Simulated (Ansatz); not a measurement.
**NaCd4As3 single point**

Input file of Ansatz 0.2.0:

```yaml
crystal:
  lattice:
    - [2.254087, 3.904186, 0.0]
    - [-2.254087, 3.904186, 0.0]
    - [0.0, -2.602791, 11.362022]
  atoms:
    - { symbol: Na, position: [0.5, 0.5, 0.5] }
    - { symbol: Cd, position: [0.09568, 0.09568, 0.28704] }
    - { symbol: Cd, position: [0.90432, 0.90432, 0.71296] }
    - { symbol: Cd, position: [0.29908, 0.29908, 0.89724] }
    - { symbol: Cd, position: [0.70092, 0.70092, 0.10276] }
    - { symbol: As, position: [0.22053, 0.22053, 0.66159] }
    - { symbol: As, position: [0.77947, 0.77947, 0.33841] }
    - { symbol: As, position: [0.0, 0.0, 0.0] }
  symmetry: { tolerance: 0.0003 }
kpoints:
  mp_grid: { grid: [8, 8, 8], shift: [0, 0, 0] }
  band_path:
    path:
      - [0.0, 0.0, 0.0]
      - [0.0, 0.0, 0.5]
      - [0.32458719, -0.32458719, 0.5]
      - [0.32458719, -0.35082563, 0.17541281]
      - [0.5, 0.0, 0.0]
      - [0.0, 0.0, 0.0]
      - [0.33770641, -0.33770641, 0.0]
      - [0.32458719, -0.33770641, 0.33770641]
      - [0.0, -0.5, 0.5]
      - [0.0, 0.0, 0.0]
    npoints: 6
magnetization:
  spin_polarized: false
scf:
  occupations: { method: gaussian, width: 0.1922 }
  lower_state_search: "off"
  max_iter: 200
hamiltonian:
  pseudopotentials: { kind: paw }
  xc: r2scan
basis:
  ecutwfc: 500
  fft_grid_basis: typed
output:
  forces: true
  stress: true
  eigenvalues: true
  populations: true
  elf: true
  write_potential: true
  volumetric_format: npy
  dos:
    e_range: [-12, 8]
    de: 0.05
    projected: { site_lists: { As: [As], Cd: [Cd], Na: [Na] } }
checkpoint:
  read: saved_state
```

The saved state is an earlier solution for the same cell, perhaps on another mesh. 

Excerpt of what it printed:

```
Free energy (F): -49157.5671 eV
Harris-Foulkes:  -49157.5671 eV  (|F-HF|=8.76e-8)
Internal energy: -49157.5627 eV  (E = F + TS)
E sigma→0 (E₀):  -49157.5649 eV
Entropy (-TS):   -0.0044 eV (-0.553 meV/atom)
Fermi energy:    9.2239 eV
--- Per-component energies (eV) ---
  E_band       = -2994.0935
  E_kinetic    = 2450.5793
  E_local      = -21806.9547  (includes V_loc(G=0)·N_el)
  E_nonlocal   = -1758.3344
  E_hartree    = 10480.2998
  E_xc         = -932.7710
  E_vxc        = -1292.4264  (∫ρ·V_xc dr)
  E_paw        = -22233.6978  (= ΣΔE_a)
  E_vpaw       = -1635.4273  (= ΣTr[D̂ρ^β])
  E_aug_tail   = 0.0000  (compensation charges beyond the density's cutoff)
  E_vtau       = 87.8483  (kinetic-family band-sum trace: ∫τ·v_τ [+ j·A + Jᵃ·Aᵃ] dr)
  E_ewald      = -15350.0262
  E_core_change = -6.6576  (= ΣΔE_core)
  E_smearing   = -0.0044  (= −TS)
--- Forces (eV/Å), atoms counted from 1 ---
  atom   1  Na     0.0000     0.0000     0.0000
  atom   2  Cd     0.0000     0.0000     0.0079
  atom   3  Cd     0.0000     0.0000    -0.0079
  atom   4  Cd     0.0000     0.0000     0.0241
  atom   5  Cd     0.0000     0.0000    -0.0241
  atom   6  As     0.0000     0.0000     0.0616
  atom   7  As     0.0000     0.0000    -0.0616
  atom   8  As     0.0000     0.0000     0.0000
--- Stress (GPa, compression-positive) ---
       -1.0810       0.0000       0.0000
        0.0000      -1.0810       0.0000
        0.0000       0.0000      -0.6388
  P = ⅓ Tr σ = -0.9336 GPa (-9.336 kbar)
```

Origin: a database entry at a rescaled volume. Caveats: wide smearing.
